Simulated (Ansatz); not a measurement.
# GaSb, first-principles data

GaSb:
```yaml
crystal:
  lattice:
    - [3.87126, 0.00000, 0.00000]
    - [-1.93563, 3.35261, 0.00000]
    - [0.00000, 0.00000, 7.14761]
  atoms:
    - { symbol: Ga, position: [0.00000, 0.00000, 0.00000] }
    - { symbol: Ga, position: [0.00000, 0.00000, 0.50000] }
    - { symbol: Sb, position: [0.33333, 0.66667, 0.25000] }
    - { symbol: Sb, position: [0.66667, 0.33333, 0.75000] }
```

Space group P6_3/mmc (No. 194), NiAs type; conventional cell a = b = 3.871 Å, c = 7.148 Å, α = β = 90.00°, γ = 120.00°.

Method: PBEsol in the plane-wave PAW code Ansatz. Structure relaxed to zero pressure with the same functional. Other levels are named where they apply.

**Cell and energy**

Volume per atom: 23.19 Å³
Density: 6.86 g/cm³
Formation energy from the elements (no fitted shifts): 0.041 eV/atom

**Electronic structure**

- Electronic character: metallic (no gap)
- Density of states at the Fermi level: 0.55 states/eV per atom (mean over ±0.08 eV)
- Gap with spin–orbit coupling: none (metallic)

**Mechanics**

- Bulk modulus (Birch–Murnaghan fit) = 62.2 GPa
- Pressure derivative B′ = 4.6

**Phonons**

Highest zone-centre frequency: 132 cm⁻¹
Zone-centre stability: no imaginary mode at Γ

The start of the workflow was typed in or built on a structure type; neither database checked (COD, Materials Project) lists it. It is not the phase usual at ambient conditions (space group No. 216). The PBEsol relaxation kept the symmetry of its start. As this level gives no gap, phonon frequencies hold no LO–TO term and depend on the k-mesh and smearing (Fermi–Dirac, 0.1 eV here). The references are the lowest solids computed at this level, not always the standard phases. Spin–orbit coupling is left out wherever it is not named.

Potentials: the earlier of the program's two PAW sets. The files were generated under PBE; for other functionals the program regenerates the frozen cores, and for LDA and PBEsol the local potential too.
